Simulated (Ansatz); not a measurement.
Values for one crystal, relaxed and computed with r²SCAN in the plane-wave PAW code Ansatz; other levels are named.

| Quantity | Result |
|---|---|
| Volume per atom | 19.74 Å³ |
| Electronic character | metallic (no gap) |
| Formation energy from the elements (no fitted shifts) | -0.67 eV/atom |
| Density of states at the Fermi level | 0.64 states/eV per atom (mean over ±0.08 eV) |

Q: Which compound is it?
A) YbNi2, cubic Laves (MgCu2 type)
B) ZrGa5Co, P4/mmm (Zr on 1a, Ga on 4i, Ga on 1c, Co on 1b)
C) SrGa2Au2, P4/nmm (Pearson symbol tP10)
D) LaGa2Ni, Cmmm (Pearson symbol oS16)

A: D, LaGa2Ni, Cmmm (Pearson symbol oS16)

The first step of the workflow began from a Materials Project structure, measured or hypothetical; the Crystallography Open Database copy checked does not list it. Whether it is the stable phase at ambient conditions was not checked. Symmetry was held in the r²SCAN relaxation; its stability against distortions is not shown here. The run is not spin-polarised. The references are the lowest solids computed at this level, not always the standard phases. Scalar-relativistic: spin–orbit coupling is off unless named, which matters more the heavier the elements.

Potentials: the later of the program's two PAW sets.
